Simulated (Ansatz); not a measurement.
## TiGe₈Mo₃: rattling a relaxed structure

The cell was found from a structure generator's guess, not taken from experiment.

The calculation used Ansatz 0.2.0, DFT PBE, scalar-relativistic, plane waves, PAW. Cutoff 420 eV; k points 12×6×6 on the computed 12-atom cell (Γ-centred); Gaussian smearing, width 0.10 eV; no spin polarisation.

The cell below (12 atoms, space group Pmmm (No. 47)) is relaxed within its symmetry.

```cif
data_structure
_symmetry_space_group_name_H-M 'P 1'
_symmetry_Int_Tables_number 1
_cell_length_a 3.3353
_cell_length_b 6.6962
_cell_length_c 8.3674
_cell_angle_alpha 90.000
_cell_angle_beta 90.000
_cell_angle_gamma 90.000
_cell_volume 186.87
loop_
_atom_site_label
_atom_site_type_symbol
_atom_site_fract_x
_atom_site_fract_y
_atom_site_fract_z
_atom_site_occupancy
Ti1 Ti 0.50000 0.50000 0.50000 1
Ge1 Ge 0.00000 0.75233 0.66249 1
Ge2 Ge 0.50000 0.00000 0.16229 1
Ge3 Ge 0.00000 0.24767 0.66249 1
Ge4 Ge 0.50000 0.50000 0.16033 1
Ge5 Ge 0.00000 0.75233 0.33751 1
Ge6 Ge 0.50000 0.00000 0.83771 1
Ge7 Ge 0.00000 0.24767 0.33751 1
Ge8 Ge 0.50000 0.50000 0.83967 1
Mo1 Mo 0.00000 0.75235 0.00000 1
Mo2 Mo 0.50000 0.00000 0.50000 1
Mo3 Mo 0.00000 0.24764 0.00000 1
```

For the test it was strained at random (σ = 1.5 % a component), the atoms were moved at random (σ = 0.15 Å), and all was relaxed again on a coarse 6×4×4 mesh (in the run’s order of axes) with 0.20 eV smearing, with no symmetry imposed.

Q: Does it come back?

A: It returns, within 1 meV/atom of the unmoved cell on that mesh and with the same symmetry when read at 0.1 Å. So it is stable against the distortions that fit this cell and that this random move excites. Modes that don't fit the cell aren't tested.
